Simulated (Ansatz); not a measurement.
Ti (hcp, Mg type)

```
CELL_PARAMETERS angstrom
      5.87827     0.00000     0.00000
     -1.46957     2.54537     0.00000
      2.93914     0.00000     4.65010
ATOMIC_POSITIONS crystal
  Ti 0.79167 0.66667 0.75000
  Ti 0.29167 0.66667 0.75000
  Ti 0.20833 0.33333 0.25000
  Ti 0.70833 0.33333 0.25000
```

The atoms are displaced by Q × the pattern below (from a DFPT mode at L = (0.5, 0.0, 0.5), largest move 1; Q in Å), at fixed cell. It is one choice among 2 degenerate patterns. (q is in reciprocal vectors of the primitive cell; the cell shown is doubled to hold the pattern.)

```tsv
atom	x	y	z
Ti1	-0.500	0.866	0.000
Ti2	0.500	-0.866	0.000
```

Atoms not listed stay in place.

Calculation: PBE (plane waves to 420 eV, PAW, scalar-relativistic; Ansatz, a program for electronic structure). k mesh 18×18×18 (Γ-centred), Fermi-Dirac smearing 0.05 eV. E stands for the smeared free energy. Stress and pressure are positive under compression. With partly filled bands, energies and forces of such displacements shift with the k mesh and the smearing. Ti is run without spin polarisation. Ti was relaxed with its symmetry unable to fall. The zero of ΔE is the undisplaced structure.

Task: Give the computed ΔE (meV/cell) and P (GPa) at Q (Å) = -0.280, -0.140, -0.047, 0.047, 0.093, 0.187, 0.233, 0.280.

Result: 
| Q (Å) | ΔE (meV/cell) | P (GPa) |
|---|---|---|
| -0.280 | 394 | 0.7 |
| -0.140 | 106 | 0.2 |
| -0.047 | 12 | 0.0 |
| 0.047 | 12 | 0.0 |
| 0.093 | 48 | 0.1 |
| 0.187 | 185 | 0.4 |
| 0.233 | 283 | 0.5 |
| 0.280 | 394 | 0.7 |

(For displaced atoms, the force is minus the slope of the energy, and its curvature is a force constant, which sets phonon frequencies.)
